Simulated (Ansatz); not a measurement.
LiHS:
```cif
data_H4Li4S4
_chemical_formula_sum 'Li4 S4 H4'
_space_group_name_H-M_alt 'Ama2'
_space_group_IT_number 40
_space_group_name_Hall 'A 2 -2a'
_cell_length_a 6.10860
_cell_length_b 5.57285
_cell_length_c 5.54132
_cell_angle_alpha 90.000
_cell_angle_beta 90.000
_cell_angle_gamma 90.000
loop_
_space_group_symop_operation_xyz
  'x, y, z'
  '-x, -y, z'
  '-x+1/2, y, z'
  'x+1/2, -y, z'
  'x, y+1/2, z+1/2'
  '-x, -y+1/2, z+1/2'
  '-x+1/2, y+1/2, z+1/2'
  'x+1/2, -y+1/2, z+1/2'
loop_
_atom_site_label
_atom_site_type_symbol
_atom_site_symmetry_multiplicity
_atom_site_Wyckoff_symbol
_atom_site_fract_x
_atom_site_fract_y
_atom_site_fract_z
_atom_site_occupancy
Li1 Li 4 a 0.00000 0.00000 0.49980 1
S1 S 4 b 0.25000 0.26324 0.26524 1
H1 H 4 b 0.25000 0.43257 0.43796 1
```
(The calculation used a cell of 6 atoms; values per cell refer to that cell.)

Relaxed with r²SCAN. Plane-wave PAW r²SCAN (Ansatz code) gives a gap of 3.94 eV.

What gap does HSE06 give on the same cell (Ansatz, PAW)?

4.66 eV, 0.72 eV more. The hybrid was solved on a coarser mesh and at special points; its gap is the smallest among all of these.

```
k  v1 r²SCAN  c1 r²SCAN    v1 HSE06    c1 HSE06
-  ---------  ---------  ----------  ----------
Γ       0.00       3.94        0.00        4.66
Z      -0.67       4.35  (withheld)  (withheld)
S      -0.46       4.80  (withheld)  (withheld)
R      -0.45       4.69  (withheld)  (withheld)
Y      -0.93       4.79  (withheld)  (withheld)
T      -1.06       6.07       -1.12        6.74
```

Top valence (v1) and lowest conduction level (c1) in eV from each method's valence maximum (which need not be a listed point): supply the withheld HSE06 values.


- S, v1 HSE06: -0.48
- S, c1 HSE06: 5.63
- R, v1 HSE06: -0.47
- R, c1 HSE06: 5.48
- Y, v1 HSE06: -0.99
- Y, c1 HSE06: 5.43
- Z, v1 HSE06: -0.70
- Z, c1 HSE06: 5.15

Cost on shared cores: the r²SCAN run (SCF on a 7×7×5 mesh, then bands and DOS) around 100 core-seconds (rough), the HSE06 run (SCF on 4×4×3, then a few points) around 2.6 core-minutes (rough); the tasks are unlike.

The workflow started from an entry of the Crystallography Open Database (COD), which files this formula under 3 space groups. Whether it is the stable phase at ambient conditions was not checked. The r²SCAN relaxation kept the symmetry of its start. At this level the phase is mechanically unstable.

Potentials: the later of the program's two PAW sets.
